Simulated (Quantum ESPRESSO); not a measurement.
# Planted mistakes on one cell of GaTiHfZrFO7

The results below are calculated, not measured. They come from pw.x of Quantum ESPRESSO 7.5, a plane-wave density functional program, with PseudoDojo standard norm-conserving files (v0.5 for PBE, v0.4.1 for LDA and PBEsol). The cells are made up: elements, strain and atom displacements were drawn at random, and nothing was relaxed. There is no spin polarisation, spin-orbit coupling or dispersion term.

The hafnium file is less sure than the others, with forces about 3 percent (worst 6) and pressure in oxides about 1.5 GPa (worst 2.7) from a second method in checks, which no rerun with the same files tests.

The cell has 12 sites of a fluorite lattice. Sites 1 to 4 hold Ga Ti Hf Zr; sites 5 to 12 hold F O O O O O O O. Cell vectors in Å: (4.906, 0.000, 0.000); (0.000, 4.906, 0.000); (0.000, 0.000, 4.906). Settings: PBE, cutoff 1143 eV, 5 x 5 x 5 k mesh shifted by half a step, Fermi-Dirac smearing of 0.025 eV.

The intended run has a self-consistency threshold of 1e-07 eV, a smearing term of 0.000 eV, a pressure of 24.73 GPa and 17 iterations. Each further run changes one thing: all lengths scaled by 1.0133; atoms of sites 5 and 12 exchanged; cutoff 768 eV; files of PBEsol; k mesh 2 x 2 x 2; one electron added; smearing 0.37 eV; threshold 0.05 eV. A coarse mesh keeps the shift, and a charged cell sits in a uniform background.

```
run  change of free energy (eV)  smearing term -TS (eV)  change of P (GPa)  largest change of a force component (eV/Å)  iterations
  A                      -0.564                   0.000             -11.32                                       0.660          17
  B                      17.557                   0.000              -8.44                                       0.181          17
  C                      -0.156                  -0.557               0.70                                       0.369          15
  D                       0.020                   0.000              -3.05                                       0.179           7
  E                       3.619                   0.000             -37.15                                       0.072          17
  F                      14.518                  -0.012              27.26                                       0.952          17
  G                      -0.183                   0.000              -0.35                                       4.371          16
  H                      -0.265                   0.000              -0.45                                       0.169          17
```

A rerun of the intended cell at 1467 eV and k mesh 7 x 7 x 7 moved values by no more than 0.004 eV in the cell's energy, 0.04 GPa in stress and 0.002 eV/Å in force.

Question: which change belongs to which run?

## Worked reading

Run D has the fewest iterations, as a run stopped early does. Run C has the largest smearing term, as wide smearing gives. Run E has a higher energy and the largest fall in pressure, as too small a basis gives. Run A changes the volume by a factor of 1.0404; minus its pressure change over the logarithm of that factor, 286 GPa, is a rough bulk modulus with clamped atoms. Energies from files of another functional, or of a charged cell, have another zero and say nothing on stability; the pressure of a charged cell rests on the program's zero of potential too.

## Key

| run | change |
| --- | --- |
| A | all lengths scaled by 1.0133 |
| B | files of PBEsol |
| C | smearing 0.37 eV |
| D | threshold 0.05 eV |
| E | cutoff 768 eV |
| F | one electron added |
| G | atoms of sites 5 and 12 exchanged |
| H | k mesh 2 x 2 x 2 |